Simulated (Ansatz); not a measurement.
## Ca (P6_3/mmc): phonons

Method: PBEsol, PAW on Ansatz 0.2.0's default frozen-core files (fitted under PBE), scalar-relativistic.

Cell and atoms were relaxed beforehand by PAW with this functional.

The structure is one entry of a database and needn't be the stable phase.

Launched as:

```sh
ansatz run input.yaml --threads 1 --pin off --max-ram 3072MiB --backend cpu --events-out ev --progress --plain --runs-dir out
```

Input:

```yaml
crystal:
  lattice:
    - [3.85128154537, 0.0, 0.0]
    - [-1.92564077268, 3.33530765541, 0.0]
    - [0.0, 0.0, 6.35158185032]
  atoms:
    - { symbol: Ca, position: [0.333333333333, 0.666666666667, 0.25] }
    - { symbol: Ca, position: [0.666666666667, 0.333333333333, 0.75] }
kpoints:
  mp_grid: { grid: [12, 12, 6] }
scf:
  occupations: { method: fermi_dirac, width: 0.05 }
hamiltonian:
  xc: pbesol
  pseudopotentials: { kind: paw }
phonons:
  qmesh: [3, 3, 1]
  qpath:
    path:
      - [0.0, 0.0, 0.0]
      - [0.5, 0.0, 0.0]
      - [0.3333333333, 0.3333333333, 0.0]
      - [0.0, 0.0, 0.0]
      - [0.0, 0.0, 0.5]
      - [0.5, 0.0, 0.5]
      - [0.3333333333, 0.3333333333, 0.5]
      - [0.0, 0.0, 0.5]
      - [0.5, 0.0, 0.5]
    npoints: 6
  temperatures: { t_min: 0, t_max: 1000, t_step: 100 }
```

Output (shortened where marked):

```
Warning: RAYON_NUM_THREADS=1 ignored (pool sized by the plan → 1); use --threads N
Engine: ansatz 0.2.0, aarch64-unknown-linux-gnu
Pseudopotentials: kind: paw
Pseudopotential: Ca, paw, valence charge 10, recommended cutoff 420 eV (normal), Ca.paw.azcp
Functional definition: PBEsol
  exchange = pbesol_x
  correlation = pbesol_c
Crystal: 6 atoms, lattice volume = 244.762 Å³
Basis set: ecut = 420 eV, 4807 PW (Γ), FFT grids on a1, 2a1+a2, a3, exchange–correlation on 54×144×90 points (8 copies of the dense FFT grid, shifted against one another)
Bands: 42, of which v1, the nominal top of the filled ones, is band 30 counted from 1 (29 counted from 0)
Symmetry: 24 space group operations
k-points: 68 of 288
Non-local potential: Ca, projectors of the file, l = 0: 3, l = 1: 2, l = 2: 2
PAW form: soft (Blöchl's): semilocal exchange-correlation on the pseudo side does not see the compensation charge
PAW frozen core: Ca, regenerated for the run's functional, and the local potential with it (the file was generated under x = pbe(κ = 0.804, μ = 0.2195149727645171), c = pbe(β = 0.06672455060314922))
PAW one-centre angular grid: Ca, 110 points (default); XC on 64 Gauss nodes
[... 86 lines left out ...]
  ASR residual: 1.480e-5 → 0.000e0 eV/Å²; symmetrization residual: 2.310e-5 eV/Å²
  largest component of a force at the reference: 1.5e-7 eV/Å
  ASR residual per site (eV/Å²): 1.48e-5 1.48e-5
  Γ frequencies (cm⁻¹): 0.00 0.00 0.00 71.51 71.51 153.87
--- Phonons (by wavevector): 3 wavevectors in 2 supercells ---
  supercell 1 (3 cells, vectors [1, 0, 0], [0, 3, 0], [0, 0, 1] in multiples of the cell's): 2 displaced members by 0.0025 Å; free energy -10762.403266 eV; taken off its force constants: by the sum rule 4.7e-6, by the ...
  symmetry images taken by strict's conditions (phonons.symmetry_images: auto; settled by no image being taken that strict refuses)
  supercell 2 (3 cells, vectors [1, -1, 0], [0, 3, 0], [0, 0, 1] in multiples of the cell's): 2 displaced members by 0.0025 Å; free energy -10762.403266 eV; taken off its force constants: by the sum rule 1.5e-5, by the ...
  symmetry images taken by strict's conditions (phonons.symmetry_images: auto; settled by no image being taken that strict refuses)
  q = [0.0000, 0.0000, 0.0000] (star 1, supercell 1; hermiticity 2.77e-17, symmetrization 4.43e-7): 0.00 0.00 0.00 71.51 71.51 153.87
  q = [0.0000, 0.3333, 0.0000] (star 6, supercell 1; hermiticity 2.37e-16, symmetrization 2.22e-16): 65.48 70.97 118.10 130.16 145.84 149.37
  q = [0.3333, 0.3333, 0.0000] (star 2, supercell 2; hermiticity 3.30e-16, symmetrization 4.40e-16): 120.93 120.93 134.95 134.95 139.19 140.68
  joined force constants: q→R imaginary residual 0.00e0
  density of states and harmonic sums: on the 18×18×10 q-mesh, interpolated from the force constants of a 3×3×1 supercell (no non-analytic term)
  largest difference from the sums on the solved wave vectors: F 6.53e-2 eV, S 9.40e-5 and C_V 2.86e-5 eV/K
```

The calculation finished and met its thresholds.

Harmonic thermodynamics:

Harmonic phonons of a crystal by Kohn-Sham DFT at the given cell, standard atomic masses, acoustic sum rule imposed; negative wavenumbers are unstable modes; sums over wave vectors interpolated from the q mesh.

* Zero point energy: 21.17 meV/atom

| temperature (K) | phonon heat capacity (k_B/atom) | phonon entropy (k_B/atom) | phonon free energy (meV/atom) |
| --- | --- | --- | --- |
| 100 | 2.391 | 1.977 | 14.65 |
| 200 | 2.828 | 3.814 | -11 |
| 300 | 2.922 | 4.982 | -49.21 |
| 400 | 2.955 | 5.828 | -95.95 |
| 500 | 2.971 | 6.489 | -149.1 |
| 600 | 2.98 | 7.032 | -207.5 |
| 700 | 2.985 | 7.491 | -270.1 |
| 800 | 2.988 | 7.89 | -336.4 |
| 900 | 2.991 | 8.242 | -405.9 |
| 1000 | 2.992 | 8.558 | -478.3 |

**Zone-centre phonons**

Optical zone-centre levels upwards with Mulliken labels, activity, and the element with most of the kinetic energy.

* Point group: 6/mmm

```
number  phonon wavenumber (cm⁻¹)  label  infrared  raman  lead element
     1                      71.5    E2g        no    yes            Ca
     2                     153.9    B1g        no     no            Ca
```

Phonons on the q mesh:

One row a degenerate set, branches counted upwards.

| Quantity | Value |
| --- | --- |
| Unstable phonons | no |

| point | q a (r.l.u.) | q b (r.l.u.) | q c (r.l.u.) | branch | phonon wavenumber (cm⁻¹) | degeneracy |
| --- | --- | --- | --- | --- | --- | --- |
| Gamma | 0 | 0 | 0 | 4 | 71.5 | 2 |
| Gamma | 0 | 0 | 0 | 6 | 153.9 | 1 |
| 0.333/0/0 | 0.3333 | 0 | 0 | 1 | 65.5 | 1 |
| 0.333/0/0 | 0.3333 | 0 | 0 | 2 | 71 | 1 |
| 0.333/0/0 | 0.3333 | 0 | 0 | 3 | 118.1 | 1 |
| 0.333/0/0 | 0.3333 | 0 | 0 | 4 | 130.2 | 1 |
| 0.333/0/0 | 0.3333 | 0 | 0 | 5 | 145.8 | 1 |
| 0.333/0/0 | 0.3333 | 0 | 0 | 6 | 149.4 | 1 |
| K | 0.3333 | 0.3333 | 0 | 1 | 120.9 | 2 |
| K | 0.3333 | 0.3333 | 0 | 3 | 135 | 2 |
| K | 0.3333 | 0.3333 | 0 | 5 | 139.2 | 1 |
| K | 0.3333 | 0.3333 | 0 | 6 | 140.7 | 1 |

Limits of these numbers: frozen-core PAW files fitted under PBE, their cores solved anew for the functional of the run; responses of metals move with mesh and smearing; coarse q mesh; activity by symmetry alone, a metal screens infrared modes.

It took 4.9 min on 1 thread of Arm Neoverse V2 (shared host), peak memory 1.4 GiB.
